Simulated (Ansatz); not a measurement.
LaF3 (space group P6_3/mmc)

```xyz
8
Lattice="4.0765 0.0000 0.0000 -2.0383 3.5304 0.0000 0.0000 0.0000 7.2069" Properties=species:S:1:pos:R:3 pbc="T T T"
La     2.0383     1.1768     1.8017
La     0.0000     2.3536     5.4052
F      0.0000     2.3536     3.0197
F      2.0383     1.1768     4.1872
F      2.0383     1.1768     6.6232
F      0.0000     2.3536     0.5838
F      0.0000     0.0000     5.4052
F      0.0000     0.0000     1.8017
```

The slice is a (1 -1 0 0) plane (indices of the conventional cell) through the point (0.333, 0.667, 0.419) (fractional), spanned by u = [110] and v = [001] in vectors of this cell: u (4.08 Å) and v (7.21 Å, at 90° to u). It covers one period; positions are fractions (u, v).

The numbers are results of LDA (plane waves to 420 eV, PAW, scalar-relativistic; Ansatz, a quantum-chemistry and plane-wave program), not measurements. k mesh 9×9×5. These are valence fields of a PAW run, semicore shells included where kept as valence: close to a nucleus they are smooth pseudo fields. LaF3 is run without spin polarisation. LaF3 was relaxed with its symmetry unable to fall. This is one of several known forms of LaF3; the measured ambient cells at hand have space group No. 165.

Q: What is the valence density on the shortest La–F line in this plane (2.39 Å), at its minimum between the atoms?

A: 0.39 e/Å³.

Q: What is the ELF at the density minimum of the shortest La–F line in this plane (2.39 Å)?

A: 0.1.

Q: Sketch the electron localisation function (ELF) on this plane as a map.

A: 
```
|xx@@*.       .*@@x|
|x@@%-         -%@@|
|@%%+.   ...   .+%%|
|+=-.   .:::.   .-=|
|       .:::.      |
|       .:::.      |
|*+=.   .:::.   .=+|
|@@%+.   ...   .+%@|
|xx@%=         =%@x|
|xxx@*.       .*@xx|
|xxx@#:       :#@xx|
|xx@%*.       .*%@x|
|x@@#=         =#@@|
|%%#=.   ...   .=#%|
|-:..    .:.    ..:|
|::.     ...     .:|
|%#*=.         .=*#|
|@@@@+.       .+@@@|
|#%@@%-       -%@@%|
|xx%@@+       +@@%x|
|xxx@@+       +@@xx|
|xxx@@+       +@@xx|
|xx%@@=       =@@%x|
|%@@@%:       :%@@@|
|@@@%=.       .=%@@|
|#*+-.    .    .-+*|
|...     ...     ..|
|=-:.    .:.    .:-|
|@%#+:   ...   :+#%|
|x@@%=.       .=%@@|
|xx@@*:       :*@@x|
|xxx@#:       :#@xx|
```
Scale: ten equal steps from 0.02 (start of ' ') to 0.86 (end of '@'), in the order ' .:-=+*#%@'. Values: electron localisation function (ELF). The map has 18 points along u (one character each, u = 0 at the left) and 32 along v (v = 0 in the bottom row). Points within 0.5 Å of a nucleus are blanked (x), as the pseudised field means little there.
